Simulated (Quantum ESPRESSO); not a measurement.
# AlGaZnSiN4: one run as intended and one with a planted mistake

Computed values, not a measurement. The program is pw.x of Quantum ESPRESSO 7.5 (plane-wave density functional theory). The cell is made up: 8 atoms on a wurtzite lattice, with randomly drawn elements, strain and displacements, not relaxed. PseudoDojo standard norm-conserving files (v0.5 for PBE, v0.4.1 for LDA and PBEsol) set the functional; there is no spin polarisation, spin-orbit coupling or dispersion term, and the masses in the input are unused placeholders.

Intended input:

```
&control calculation='scf', pseudo_dir='./dojo.nc.sr.pbe.v0_5.standard.upf', outdir='./o', disk_io='medium', tprnfor=.true., tstress=.true. /
&system ibrav=0, nat=8, ntyp=5, nbnd=36, ecutwfc=84.00895049, nosym=.true., tot_charge=0,
 occupations='smearing', smearing='fd', degauss=0.0018374661
/
&electrons conv_thr=7.350e-09, electron_maxstep=60, /
ATOMIC_SPECIES
Al 1.0 Al.upf
Ga 1.0 Ga.upf
N 1.0 N.upf
Si 1.0 Si.upf
Zn 1.0 Zn.upf
CELL_PARAMETERS angstrom
3.3109 0.0028 0.0016
0.0048 5.5911 0.0286
0.0027 0.0269 5.3041
ATOMIC_POSITIONS angstrom
Al 0.0528 0.0818 -0.1127
Ga 1.6381 2.7985 -0.0026
Zn 1.5496 0.863 2.759
Si 0.0219 3.7532 2.6496
N 0.0131 -0.0343 1.9815
N 1.6646 2.7965 2.0449
N 1.7187 0.916 4.5916
N -0.01 3.765 4.6526
K_POINTS automatic
5 4 4 1 1 1
```

The log is shortened where brackets say so; the opening notice, blank lines, dates and the lines on written files are dropped, and the path of the files is cut. It prints rydbergs, bohrs and kilobars, and counts compression as positive stress. Where no state is partly filled, the Fermi energy that it prints is only some level between the filled and the empty states on the mesh, and need not lie in the true gap.

Log of the intended run:

```
     Program PWSCF v.7.5
     Parallel version (MPI & OpenMP), running on       1 processor cores
     Number of MPI processes:                 1
     Threads/MPI process:                     1
     [start-up lines left out]
     bravais-lattice index     =            0
     lattice parameter (alat)  =       6.2567  a.u.
     unit-cell volume          =     662.5825 (a.u.)^3
     number of atoms/cell      =            8
     number of atomic types    =            5
     number of electrons       =        60.00
     number of Kohn-Sham states=           36
     kinetic-energy cutoff     =      84.0090  Ry
     charge density cutoff     =     336.0358  Ry
     scf convergence threshold =      7.3E-09
     mixing beta               =       0.7000
     number of iterations used =            8  plain     mixing
     Exchange-correlation= PBE
                           (   1   4   3   4   0   0   0)
     [axes and pseudopotential details left out]
   Cartesian axes
     site n.     atom                  positions (alat units)
         1        Al     tau(   1) = (   0.0159473   0.0247063  -0.0340391  )
         2        Ga     tau(   2) = (   0.4947595   0.8452381  -0.0007853  )
         3        Zn     tau(   3) = (   0.4680296   0.2606541   0.8333078  )
         4        Si     tau(   4) = (   0.0066145   1.1335885   0.8002654  )
         5        N      tau(   5) = (   0.0039566  -0.0103597   0.5984775  )
         6        N      tau(   6) = (   0.5027634   0.8446340   0.6176263  )
         7        N      tau(   7) = (   0.5191033   0.2766618   1.3868126  )
         8        N      tau(   8) = (  -0.0030203   1.1371525   1.4052366  )
     number of k points=    40  Fermi-Dirac smearing, width (Ry)=  0.0018
                       cart. coord. in units 2pi/alat
        k(    1) = (   0.0999004   0.0735390   0.0776031), wk =   0.0500000
        k(    2) = (   0.0998256   0.0727408   0.2336611), wk =   0.0500000
     [further k points left out]
     Dense  grid:    68949 G-vectors     FFT dimensions: (  40,  64,  60)
     Estimated max dynamical RAM per process >      92.62 MB
     Initial potential from superposition of free atoms
     starting charge      59.9941, renormalised to      60.0000
     Starting wfcs are   43 randomized atomic wfcs
     total cpu time spent up to now is       11.2 secs
     per-process dynamical memory:    59.8 Mb
     Self-consistent Calculation
     iteration #  1     ecut=    84.01 Ry     beta= 0.70
     Davidson diagonalization with overlap
     ethr =  1.00E-02,  avg # of iterations =  3.1
     total cpu time spent up to now is       34.3 secs
     total energy              =    -666.44324341 Ry
     estimated scf accuracy    <       2.09907008 Ry
     iteration #  2     ecut=    84.01 Ry     beta= 0.70
     Davidson diagonalization with overlap
     ethr =  3.50E-03,  avg # of iterations =  3.0
     total cpu time spent up to now is       60.5 secs
     total energy              =    -666.94291286 Ry
     estimated scf accuracy    <       2.64106482 Ry
     [iterations 3 to 12 left out]
     iteration # 13     ecut=    84.01 Ry     beta= 0.70
     Davidson diagonalization with overlap
     ethr =  7.66E-11,  avg # of iterations =  2.0
     total cpu time spent up to now is      327.1 secs
     total energy              =    -667.43097524 Ry
     estimated scf accuracy    <          8.6E-09 Ry
     iteration # 14     ecut=    84.01 Ry     beta= 0.70
     Davidson diagonalization with overlap
     ethr =  1.43E-11,  avg # of iterations =  2.0
     total cpu time spent up to now is      348.1 secs
     End of self-consistent calculation
     [lines on levels left out]
     the Fermi energy is     9.3643 ev
!    total energy              =    -667.43097524 Ry
     estimated scf accuracy    <          1.8E-09 Ry
     smearing contrib. (-TS)   =      -0.00000000 Ry
     internal energy E=F+TS    =    -667.43097524 Ry
     The total energy is F=E-TS. E is the sum of the following terms:
     one-electron contribution =    -472.05137558 Ry
     hartree contribution      =     269.35447329 Ry
     xc contribution           =    -116.46710091 Ry
     ewald contribution        =    -348.26697205 Ry
     convergence has been achieved in  14 iterations
     Forces acting on atoms (cartesian axes, Ry/au):
     atom    1 type  1   force =    -0.00658985   -0.02257060    0.05181891
     atom    2 type  2   force =     0.00838397   -0.02397274   -0.00335088
     atom    3 type  5   force =     0.02896218   -0.00687862   -0.08392343
     atom    4 type  4   force =    -0.00535074    0.05863667   -0.01310222
     atom    5 type  3   force =    -0.02523197   -0.12431314   -0.02822083
     atom    6 type  3   force =    -0.00264243    0.08768734    0.02297384
     atom    7 type  3   force =    -0.00618956    0.01827381    0.13475085
     atom    8 type  3   force =     0.00865839    0.01313728   -0.08094623
     Total force =     0.256715     Total SCF correction =     0.000028
     Computing stress (Cartesian axis) and pressure
          total   stress  (Ry/bohr**3)                   (kbar)     P=     -159.40
  -0.00130525   0.00004112   0.00011764         -192.01        6.05       17.31
   0.00004112  -0.00110834   0.00005079            6.05     -163.04        7.47
   0.00011764   0.00005079  -0.00083720           17.31        7.47     -123.16
     init_run     :      8.67s CPU     10.94s WALL (       1 calls)
     electrons    :    318.43s CPU    336.99s WALL (       1 calls)
     forces       :      3.80s CPU      3.88s WALL (       1 calls)
     stress       :     14.13s CPU     14.31s WALL (       1 calls)
     [timing details left out]
     PWSCF        :   5m45.37s CPU   6m 6.73s WALL
     JOB DONE.
```

A second run has one planted mistake: the self-consistency threshold is too loose. The input lines that differ, file-writing options aside:

```
- &electrons conv_thr=7.350e-09, electron_maxstep=60, /
+ &electrons conv_thr=7.350e-03, electron_maxstep=60, /
```

Its log:

```
     Program PWSCF v.7.5
     Parallel version (MPI & OpenMP), running on       1 processor cores
     Number of MPI processes:                 1
     Threads/MPI process:                     1
     [start-up lines left out]
     bravais-lattice index     =            0
     lattice parameter (alat)  =       6.2567  a.u.
     unit-cell volume          =     662.5825 (a.u.)^3
     number of atoms/cell      =            8
     number of atomic types    =            5
     number of electrons       =        60.00
     number of Kohn-Sham states=           36
     kinetic-energy cutoff     =      84.0090  Ry
     charge density cutoff     =     336.0358  Ry
     scf convergence threshold =      7.3E-03
     mixing beta               =       0.7000
     number of iterations used =            8  plain     mixing
     Exchange-correlation= PBE
                           (   1   4   3   4   0   0   0)
     [axes and pseudopotential details left out]
   Cartesian axes
     site n.     atom                  positions (alat units)
         1        Al     tau(   1) = (   0.0159473   0.0247063  -0.0340391  )
         2        Ga     tau(   2) = (   0.4947595   0.8452381  -0.0007853  )
         3        Zn     tau(   3) = (   0.4680296   0.2606541   0.8333078  )
         4        Si     tau(   4) = (   0.0066145   1.1335885   0.8002654  )
         5        N      tau(   5) = (   0.0039566  -0.0103597   0.5984775  )
         6        N      tau(   6) = (   0.5027634   0.8446340   0.6176263  )
         7        N      tau(   7) = (   0.5191033   0.2766618   1.3868126  )
         8        N      tau(   8) = (  -0.0030203   1.1371525   1.4052366  )
     number of k points=    40  Fermi-Dirac smearing, width (Ry)=  0.0018
                       cart. coord. in units 2pi/alat
        k(    1) = (   0.0999004   0.0735390   0.0776031), wk =   0.0500000
        k(    2) = (   0.0998256   0.0727408   0.2336611), wk =   0.0500000
     [further k points left out]
     Dense  grid:    68949 G-vectors     FFT dimensions: (  40,  64,  60)
     Estimated max dynamical RAM per process >      92.62 MB
     Initial potential from superposition of free atoms
     starting charge      59.9941, renormalised to      60.0000
     Starting wfcs are   43 randomized atomic wfcs
     total cpu time spent up to now is        6.4 secs
     per-process dynamical memory:    59.8 Mb
     Self-consistent Calculation
     iteration #  1     ecut=    84.01 Ry     beta= 0.70
     Davidson diagonalization with overlap
     ethr =  1.00E-02,  avg # of iterations =  3.1
     total cpu time spent up to now is       20.2 secs
     total energy              =    -666.44324341 Ry
     estimated scf accuracy    <       2.09907008 Ry
     iteration #  2     ecut=    84.01 Ry     beta= 0.70
     Davidson diagonalization with overlap
     ethr =  3.50E-03,  avg # of iterations =  3.0
     total cpu time spent up to now is       35.5 secs
     total energy              =    -666.94291286 Ry
     estimated scf accuracy    <       2.64106482 Ry
     iteration #  3     ecut=    84.01 Ry     beta= 0.70
     Davidson diagonalization with overlap
     ethr =  3.50E-03,  avg # of iterations =  2.0
     total cpu time spent up to now is       51.6 secs
     total energy              =    -667.40119000 Ry
     estimated scf accuracy    <       0.11069266 Ry
     iteration #  4     ecut=    84.01 Ry     beta= 0.70
     Davidson diagonalization with overlap
     ethr =  1.84E-04,  avg # of iterations =  2.3
     total cpu time spent up to now is       68.8 secs
     End of self-consistent calculation
     [lines on levels left out]
     the Fermi energy is     9.4072 ev
!    total energy              =    -667.42882934 Ry
     estimated scf accuracy    <       0.00610370 Ry
     smearing contrib. (-TS)   =      -0.00000000 Ry
     internal energy E=F+TS    =    -667.42882934 Ry
     The total energy is F=E-TS. E is the sum of the following terms:
     one-electron contribution =    -472.13543976 Ry
     hartree contribution      =     269.42733591 Ry
     xc contribution           =    -116.45375345 Ry
     ewald contribution        =    -348.26697205 Ry
     convergence has been achieved in   4 iterations
     Forces acting on atoms (cartesian axes, Ry/au):
     atom    1 type  1   force =    -0.00638654   -0.02487845    0.05290545
     atom    2 type  2   force =     0.00949451   -0.02519244   -0.00318896
     atom    3 type  5   force =     0.02908524   -0.00206867   -0.08589474
     atom    4 type  4   force =    -0.00522795    0.05412775   -0.01158021
     atom    5 type  3   force =    -0.02593612   -0.11024531   -0.03003866
     atom    6 type  3   force =    -0.00335104    0.08173383    0.02046781
     atom    7 type  3   force =    -0.00516156    0.01320706    0.13189513
     atom    8 type  3   force =     0.00748345    0.01331622   -0.07456581
     Total force =     0.244425     Total SCF correction =     0.094875
     SCF correction compared to forces is large: reduce conv_thr to get better values
     Computing stress (Cartesian axis) and pressure
          total   stress  (Ry/bohr**3)                   (kbar)     P=     -171.08
  -0.00139454   0.00003526   0.00011512         -205.14        5.19       16.93
   0.00003526  -0.00114232   0.00005117            5.19     -168.04        7.53
   0.00011512   0.00005117  -0.00095215           16.93        7.53     -140.07
     init_run     :      6.06s CPU      6.34s WALL (       1 calls)
     electrons    :     59.74s CPU     62.40s WALL (       1 calls)
     forces       :      2.60s CPU      2.64s WALL (       1 calls)
     stress       :      9.05s CPU      9.10s WALL (       1 calls)
     [timing details left out]
     PWSCF        :   1m17.60s CPU   1m20.73s WALL
     JOB DONE.
```

|  | intended run | run with the mistake |
| --- | --- | --- |
| free energy (eV) | -9080.861 | -9080.832 |
| smearing term -TS (eV) | 0.0000 | 0.0000 |
| pressure (GPa) | -15.94 | -17.11 |
| largest force component (eV/Å) | 3.465 | 3.391 |
| largest change of a force component (eV/Å) |  | 0.362 |
| iterations | 14 | 4 |

For scale, a rerun of the intended cell at 1437 eV and a 7 x 6 x 6 mesh moved values by no more than 0.005 eV in energy, 0.06 GPa in stress and 0.006 eV/Å in force.